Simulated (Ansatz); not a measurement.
Method: Ansatz 0.2.0, DFT PBE, scalar-relativistic, plane waves, PAW. Settings: cutoff 420 eV, Γ-centred meshes spaced at most about 0.3 Å⁻¹, and about 0.25 Å⁻¹ or finer for metals (2π included), Gaussian smearing. No spin polarisation in the final relaxations.

Temperature and zero-point effects are left out.

Compare these two cells of Al₅N, each relaxed at this level.

A.

```yaml
crystal:
  lattice:
    - [2.72162, 1.57133, 4.26088]
    - [-2.72162, 1.57133, 4.26088]
    - [0.00000, -3.14266, 4.26088]
  atoms:
    - { symbol: Al, position: [0.34274, 0.85050, 0.34274] }
    - { symbol: Al, position: [0.34274, 0.34274, 0.85050] }
    - { symbol: Al, position: [0.85050, 0.34274, 0.34274] }
    - { symbol: Al, position: [0.74893, 0.74893, 0.74893] }
    - { symbol: Al, position: [0.34928, 0.34928, 0.34928] }
    - { symbol: N, position: [0.59879, 0.59879, 0.59879] }
```

B.

```yaml
crystal:
  lattice:
    - [4.96303, 0.00000, 0.00000]
    - [-2.48151, 4.29811, 0.00000]
    - [0.00000, 0.00000, 4.17766]
  atoms:
    - { symbol: Al, position: [0.31039, 0.00000, 0.00000] }
    - { symbol: Al, position: [0.00000, 0.31039, 0.00000] }
    - { symbol: Al, position: [0.68961, 0.68961, 0.00000] }
    - { symbol: Al, position: [0.33333, 0.66667, 0.50000] }
    - { symbol: Al, position: [0.66667, 0.33333, 0.50000] }
    - { symbol: N, position: [0.00000, 0.00000, 0.50000] }
```

Question: Which would you expect to be lower, and how large is the difference?

Answer: A is lower, by 0.52 eV/atom. A has space group R3m (No. 160), 18.2 Å³/atom and no gap on its mesh; B has space group P-62m (No. 189), 14.9 Å³/atom and no gap. Counting Al atoms around N (those within 1.25 times the shortest such distance or 1.15 times the sum of covalent radii; a plus sign parts nearer from farther groups; the shortest distance is added where it is long for a bond), A has N 4 and B has N 6+6 from 2.6 Å. The lower one is the more open, so pressure narrows the difference. Both come from invented guesses. A third cell relaxed alike, in P1, lies 72 meV/atom below the lower of the two; the P-62m cell fell into it when its atoms were moved at random.

Cells relaxed within their symmetry can be saddle points.
